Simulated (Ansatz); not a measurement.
The geometry is COD entry 1534903, unchecked; take it as a test cell. The listed cell was then made from it by scaling, straining or moving an atom.

Nb: DFT, PBEsol, all-electron LAPW, scalar-relativistic (Ansatz 0.2.0). What sets it apart from a plain run of this crystal: volume scaled by 0.98.

Command: `ansatz run input.yaml --threads 1 --pin off --max-ram 3072MiB --backend cpu --events-out ev --progress --plain --runs-dir out` The run took 7.2 s on 1 thread of Arm Neoverse V2, with other jobs on the host, peak memory 0.29 GiB.

```yaml
crystal:
  lattice:
    - [0.0, 2.1008049414, 2.1008049414]
    - [2.1008049414, 0.0, 2.1008049414]
    - [2.1008049414, 2.1008049414, 0.0]
  atoms:
    - { symbol: Nb, position: [0.0, 0.0, 0.0] }
kpoints:
  mp_grid: { grid: [13, 13, 13] }
  band_path:
    path:
      - [0.0, 0.0, 0.0]
      - [0.5, 0.0, 0.5]
      - [0.625, 0.25, 0.625]
      - [0.375, 0.375, 0.75]
      - [0.0, 0.0, 0.0]
      - [0.5, 0.5, 0.5]
      - [0.5, 0.25, 0.75]
      - [0.5, 0.0, 0.5]
    npoints: 5
scf:
  occupations: { method: fermi_dirac, width: 0.08 }
hamiltonian:
  xc: pbesol
  pseudopotentials: { kind: all_electron, lapw: { basis_error: 0.00025 } }
output:
  forces: true
  stress: true
  eigenvalues: true
```

Output (standing set-up lines are left out):

```
LAPW: plane waves up to 7.847 Å⁻¹, error target 2.5e-4 eV per atom; small_component_spin mean_spin; Nb in spheres of 1.485 Å, 29 of its electrons in bands, Dirac shells []
Crystal: 1 atoms, lattice volume = 18.543 Å³
Basis set: ecut = 234.5915049904505 eV, 169 PW (Γ), exchange–correlation at level 2
Space group: Fm-3m (ITA 225), of the structure as read, at distance tolerance 2.6e-5 Å
iter 1 solved again at ethr=6.16e-4 eV; its pass at ethr=1.00e-1 eV (dr2=1.79e-1 eV) is discarded
SCF iter   1: F=—  HF=-103889.097889 eV  |F-HF|=—  |Δ(HF+E_count)|=         —  Δρ=3.95e-2  dr2=1.80e-1  ethr=6.16e-4  ⟨swp⟩=2.6  Hψ=9852  notcnv=0
preconditioner: auto → none  [metal: Δε(μ)=0.106 eV  Ē_g=7.559 eV  σ=0.080 eV  W_gap=0.31  n_scr=8 (ndim 8)  ℏωp=19.3 eV  f_vac=0.000  D(μ)=1.31/eV (n_scr^D=14)  sad-step TF]
SCF iter   2: F=—  HF=-103888.591860 eV  |F-HF|=—  |Δ(HF+E_count)|=   5.06e-1  Δρ=1.75e-2  dr2=4.24e-2  ethr=6.16e-4  ⟨swp⟩=2.1  Hψ=4859  notcnv=0
SCF iter   3: F=—  HF=-103888.568689 eV  |F-HF|=—  |Δ(HF+E_count)|=         —  Δρ=6.18e-3  dr2=5.72e-3  ethr=1.46e-4  ⟨swp⟩=2.0  Hψ=4523  notcnv=0
the basis was enlarged: its passes take 799.1 KiB over the memory plan, 1 of 1 planned eigensolver slots
iter 4 solved again at ethr=2.40e-7 eV; its pass at ethr=1.97e-5 eV (dr2=6.96e-5 eV) is discarded
SCF iter   4: F=—  HF=-103888.567957 eV  |F-HF|=—  |Δ(HF+E_count)|=   7.32e-4  Δρ=6.45e-4  dr2=6.95e-5  ethr=2.40e-7  ⟨swp⟩=2.0  Hψ=7829  notcnv=0
SCF iter   5: F=—  HF=-103888.567941 eV  |F-HF|=—  |Δ(HF+E_count)|=   1.60e-5  Δρ=4.26e-5  dr2=3.17e-7  ethr=2.40e-7  ⟨swp⟩=2.0  Hψ=4629  notcnv=0
SCF iter   6: F=-103888.567941 eV  HF=-103888.567941 eV  |F-HF|=1.80e-9  |Δ(HF+E_count)|=   3.60e-8  Δρ=1.21e-6  dr2=1.90e-10  ethr=1.09e-9  ⟨swp⟩=2.0  Hψ=4629  notcnv=0
SCF 1 converged in 6 iterations: F = -103888.567941 eV  dr2 = 1.90e-10
NSCF: frozen V_eff on 36 k-points
SCF converged after 6 iterations
Free energy (F): -103888.567941 eV
Harris-Foulkes:  -103888.567941 eV  (|F-HF|=1.80e-9)
Internal energy: -103888.534873 eV  (E = F + TS)
E sigma→0 (E₀):  -103888.551407 eV
Entropy (-TS):   -0.033067 eV (-33.067 meV/atom)
Fermi energy:    19.485058 eV
--- Per-component energies (eV) ---
  E_band       = -3717.071755
  E_kinetic    = 107471.456236
  E_xc         = -3181.869904
  E_electrostatic = -208178.121205  (all electrons and nuclei)
  E_smearing   = -0.033067  (= −TS)
  E_closure    = 0.000000  (closes the sum)
  E_atoms      = -103878.004289  (free atoms, spherical and without spin; not in F)
  Σ components = -103888.567941   (vs F -103888.567941, Δ=0.00e0)
  Basis errors (estimates in eV, not in F): energy 4.9e-5 per atom: plane waves 3.9e-5 (2.0e-5 summed), levels above the bands 1.2e-62, relativity 9.4e-9, radial functions 9.8e-6, core shells 3.7e-8; eigenvalues (radial functions only) 2.0e-7; not estimated: angular momenta, meshes, grids; target (lapw.basis_error) 2.5e-4; muffin-tin radii Nb 1.485 Å
--- Forces (eV/Å), atoms counted from 1 ---
  atom   1  Nb     0.00000000    -0.00000000    -0.00000000
  max |Σ_I F_I| component: 1.95e-32 eV/Å
--- Stress (GPa, compression-positive) ---
       -3.475896      -0.000000       0.000000
       -0.000000      -3.475896       0.000000
        0.000000       0.000000      -3.475896
  P = ⅓ Tr σ = -3.4759 GPa (-34.759 kbar)
--- Band table (eV; the first three rows and the last of 84) ---
  k-point 0: bands = ["-323.0929", "-323.0929", "-323.0929", "-172.9603", "-172.9603", "-172.9452", "-172.9452", "-172.9452", "-35.1522", "-10.5500", "-10.5500", "-10.5500", "13.2546", "19.5942", "19.5942", "19.5942", "22.2316", "22.2316", "31.2778"]
  k-point 1: bands = ["-323.0929", "-323.0929", "-323.0929", "-172.9603", "-172.9603", "-172.9452", "-172.9452", "-172.9452", "-35.1407", "-10.6264", "-10.5594", "-10.5594", "13.4771", "19.4227", "19.6960", "19.6960", "22.1412", "22.1412", "31.7225"]
  k-point 2: bands = ["-323.0929", "-323.0929", "-323.0929", "-172.9603", "-172.9603", "-172.9452", "-172.9452", "-172.9452", "-35.1085", "-10.8345", "-10.5854", "-10.5854", "14.0874", "19.0455", "19.9165", "19.9165", "22.0047", "22.0047", "32.6921"]
  k-point 83: bands = ["-323.0929", "-323.0929", "-323.0929", "-172.9603", "-172.9603", "-172.9452", "-172.9452", "-172.9452", "-34.8805", "-11.4168", "-11.3122", "-10.9967", "16.8247", "18.0702", "18.6302", "21.4834", "24.6629", "28.8642", "30.1634"]
```
